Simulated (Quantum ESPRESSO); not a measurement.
## Si14NB (a curve over strain)

Computed values, not a measurement. The program is pw.x of Quantum ESPRESSO 7.5 (plane-wave density functional theory). The cell is made up: 16 atoms on a doubled zincblende/diamond lattice, with randomly drawn elements, strain and displacements, not relaxed. PseudoDojo standard norm-conserving files (v0.5 for PBE, v0.4.1 for LDA and PBEsol) set the functional; there is no spin polarisation, spin-orbit coupling or dispersion term, and the masses in the input are unused placeholders.

Seven runs add a strain to one cell (the same along x and y); the atoms follow the cell and are not relaxed. Stress in the table is positive in tension.

Input of the run at +0.0052:

```
&control calculation='scf', pseudo_dir='./dojo.nc.sr.pbe.v0_5.standard.upf', outdir='./o', disk_io='low', tprnfor=.true., tstress=.true. /
&system ibrav=0, nat=16, ntyp=3, nbnd=42, ecutwfc=84.00895049, nosym=.true., tot_charge=0,
 occupations='smearing', smearing='fd', degauss=0.0073498644
/
&electrons conv_thr=7.350e-09, electron_maxstep=60, /
ATOMIC_SPECIES
B 1.0 B.upf
N 1.0 N.upf
Si 1.0 Si.upf
CELL_PARAMETERS angstrom
5.5723 0.0 0.0
0.0 5.5723 0.0
0.0 0.0 11.0871
ATOMIC_POSITIONS angstrom
Si -0.0245 -0.006 0.0181
N -0.0105 2.8293 2.7532
Si 2.7761 -0.0275 2.769
Si 2.7876 2.7846 -0.0151
Si -0.0455 0.0137 5.5478
Si 0.0151 2.7834 8.3134
Si 2.7827 -0.0196 8.334
Si 2.7963 2.7787 5.5496
Si 1.4167 1.3853 1.3953
Si 1.3644 4.1683 4.1226
Si 4.1669 1.389 4.1709
B 4.1922 4.1542 1.4046
Si 1.4062 1.3638 6.9456
Si 1.4119 4.2128 9.7161
Si 4.1914 1.3624 9.6659
Si 4.171 4.1517 6.9591
K_POINTS automatic
6 6 4 1 1 1
```

| added strain | free energy less that of the input shown (eV) | stress xx (GPa) | stress yy (GPa) | stress zz (GPa) | stress xy (GPa) | pressure (GPa) | iterations |
| --- | --- | --- | --- | --- | --- | --- | --- |
| -0.0142 | -0.6707 | 6.76 | 6.77 | 8.31 | 0.83 | -7.28 | 13 |
| -0.0097 | -0.5366 | 7.44 | 7.44 | 8.54 | 0.81 | -7.81 | 13 |
| -0.0058 | -0.4098 | 8.00 | 8.01 | 8.73 | 0.80 | -8.25 | 13 |
| +0.0052 | 0.0000 | 9.48 | 9.48 | 9.20 | 0.76 | -9.39 | 14 |
| +0.0080 | 0.1156 | 9.83 | 9.83 | 9.30 | 0.75 | -9.65 | 14 |
| +0.0168 | 0.5079 | 10.86 | 10.86 | 9.58 | 0.71 | -10.43 | 14 |
| +0.0214 | 0.7293 | 11.36 | 11.36 | 9.71 | 0.70 | -10.81 | 14 |

A cubic fit gives a slope of stress xx against the added strain of 134 GPa at zero added strain, with the atoms clamped. Across the table the free energy follows the integral of the stress to within 0.8 meV. A rerun of one of the cells at 1437 eV and a 8 x 8 x 6 mesh moved values by no more than 0.003 eV in energy, 0.02 GPa in stress and 0.010 eV/Å in force.